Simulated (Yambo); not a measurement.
G0W0@PBEsol for AgI (space group P4/nmm, No. 129) in Yambo (2×2×2 mesh, 7 Ry block, plasmon pole, screening fixed), without a terminator:

```csv
bands N in G,gap Γ → Γ (eV),shift of the valence edge (eV)
76,1.940,-0.099
125,1.950,-0.339
194,1.984,-0.473
```

Extrapolate both columns to infinite N with E(N) = E∞ + A/N, test the form, and compare with the terminator.

From two points, E∞ = (N2 E2 − N1 E1)/(N2 − N1). The two largest N give 2.05 eV for the gap and -0.72 eV for the shift; the two smallest give 1.97 eV and -0.71 eV. For the gap the slopes A are -1.9 and -12 eV: the form isn't reached, and its limit is uncertain. For the shift the slopes A are 47 and 47 eV: the 1/N form holds. With the Bruneval-Gonze terminator and 194 bands the run gives 2.04 eV and -0.60 eV, 0.00 eV and 0.11 eV from the extrapolated values: the terminator too is an estimate of the remainder. Block, mesh and the bands in W are held fixed.

Spin-orbit coupling is not included.

Geometry relaxed with PBE+D3(BJ); primitive cell a = 4.392 Å, b = 4.392 Å, c = 6.219 Å, α = 90.00°, β = 90.00°, γ = 90.00°.

This is not the ordinary phase of the substance; no match was found in the copy of COD used, and its stability was not checked.

A shift is the quasiparticle energy of the state minus its PBEsol energy.
